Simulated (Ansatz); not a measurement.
# Chalcopyrite alloy of ZnGeAs2 and CdGeAs2 (6 of 16 Zn sites exchanged), 64 atoms

Ansatz, PAW, plane waves. PBEsol relaxation of cell lengths and atoms (angles held) at the single k point (¼, ¼, ¼) without its symmetry partners; single points on the relaxed atoms at the Γ point alone, onto which points of the small cell's zone fold. Arrangement: quasirandom. No spin–orbit coupling unless named.

Relaxed structure:

```
Zn Cd Ge As
1.0
    11.50793   -0.00135   -0.00030
    -0.00135   11.52296   -0.00030
    -0.00029   -0.00029   11.25512
Zn Cd Ge As
10 6 16 32
Cartesian
  11.4852 0.0066 0.0278
  5.7485 11.4825 0.0181
  5.7500 5.7749 0.0334
  11.4992 2.8294 2.8242
  11.4885 8.6564 2.8319
  5.7495 8.6207 2.8189
  8.6251 11.5153 8.4459
  2.8527 8.6291 5.5858
  8.6291 2.8287 5.6142
  8.6313 8.6585 5.6041
  0.0147 5.7539 0.0616
  5.7844 2.9068 2.8198
  2.9156 11.5067 8.4658
  2.8835 5.8018 8.4708
  8.6344 5.7229 8.4537
  2.8564 2.9253 5.6319
  11.4632 11.4943 5.5972
  11.4875 5.7922 5.5816
  5.8046 11.4676 5.6057
  5.8059 5.8249 5.6314
  2.8648 11.4840 2.8122
  2.8778 5.8245 2.8029
  8.6637 11.4963 2.7971
  8.6448 5.7960 2.8201
  2.8843 2.8529 0.0043
  2.9172 8.6888 0.0275
  8.6342 2.8206 0.0200
  8.6130 8.7002 0.0022
  11.4565 2.8222 8.4103
  11.4807 8.7106 8.4249
  5.8344 2.8694 8.4618
  5.7945 8.6811 8.4311
  1.4535 1.4216 1.4160
  1.5185 7.3196 1.4745
  7.2471 1.3301 1.3551
  7.2012 7.2088 1.3957
  1.3014 1.3911 7.0184
  1.3469 7.2763 6.9802
  7.2098 1.4066 7.0297
  7.1780 7.2825 6.9970
  4.2214 4.3956 1.3547
  4.3274 10.0892 1.4311
  9.9866 4.2279 1.4914
  10.0796 10.0733 1.4170
  4.3121 1.2931 4.2321
  4.3159 7.1913 4.2285
  10.0556 1.4115 4.2055
  10.0590 7.2298 4.2107
  1.3670 4.4157 4.1142
  1.4127 10.0713 4.2096
  7.2865 4.4237 4.2997
  7.2234 10.0633 4.1791
  4.4939 4.3420 7.0499
  4.3771 10.0014 6.9472
  10.1205 4.2475 6.9357
  10.0287 10.0964 7.0143
  1.4115 4.1465 9.8199
  1.3828 10.0371 9.9278
  7.1527 4.2467 9.9648
  7.1857 10.1199 9.8451
  4.4156 1.4961 9.9176
  4.4111 7.3069 9.9163
  10.0510 1.4164 9.8436
  10.0666 7.3403 9.8553
```

What are the mean bond lengths by pair (pairs within 1.2 times the sum of covalent radii, less contacts 15 % beyond the pair's median; cation–cation pairs of compounds aside; long ionic contacts are cut short by that bound)?

As–Cd 2.592 ± 0.009 Å (standard deviation, 24 bonds); As–Ge 2.446 ± 0.014 Å (standard deviation, 64 bonds); As–Zn 2.455 ± 0.010 Å (standard deviation, 40 bonds).

What gap lies between the top filled and the lowest empty level in the single points?

HSE06 0.85 eV (62 s on NVIDIA GB300).
